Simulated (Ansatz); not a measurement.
The relaxed structure here is a generated cell of WS2: the first start was made by placing the elements on the sites of a structure type, and the end was not matched to a known phase here, so it may be hypothetical. Known forms of WS2 include space group No. 194.

One starting cell of WS2 (a generated cell, WS2 built in the AFLOW prototype A2B_oF24_70_e_a (C54, as in TiSi2)) was relaxed twice with Ansatz (plane waves, PAW, scalar-relativistic): with PBEsol at 420 eV and with PBE at 420 eV. The PBEsol result:

```
WS2
1.0
    0.00000     3.85847     4.96689
    2.21453     0.00000     4.96689
    2.21453     3.85847     0.00000
S W
4 2
Direct
  0.67203   0.32797   0.67203
  0.32797   0.67203   0.32797
  0.57797   0.92203   0.57797
  0.92203   0.57797   0.92203
  0.00000   0.00000   0.00000
  0.25000   0.25000   0.25000
```

```csv
quantity,PBEsol,PBE
space group,Fddd,Fddd
volume (Å³/atom),14.15,?
a (Å),4.429,?
b (Å),7.717,?
c (Å),9.934,?
"gap (eV, no spin-orbit coupling)",0.00,?
```

What does PBE give for the same quantities?


- volume (Å³/atom), PBE: 14.72
- a (Å), PBE: 4.489
- b (Å), PBE: 7.781
- c (Å), PBE: 10.113
- gap (eV, no spin-orbit coupling), PBE: 0.00

Both levels end in the same structure; PBE's volume is 4.0 % larger. Neither column is exact.

No spin polarisation in the result.

The run could not lower the symmetry of its start; a shaken copy of this end point relaxes with PBEsol to C2/m (No. 12), 0.56 eV/atom lower.

Ansatz is an electronic-structure program.
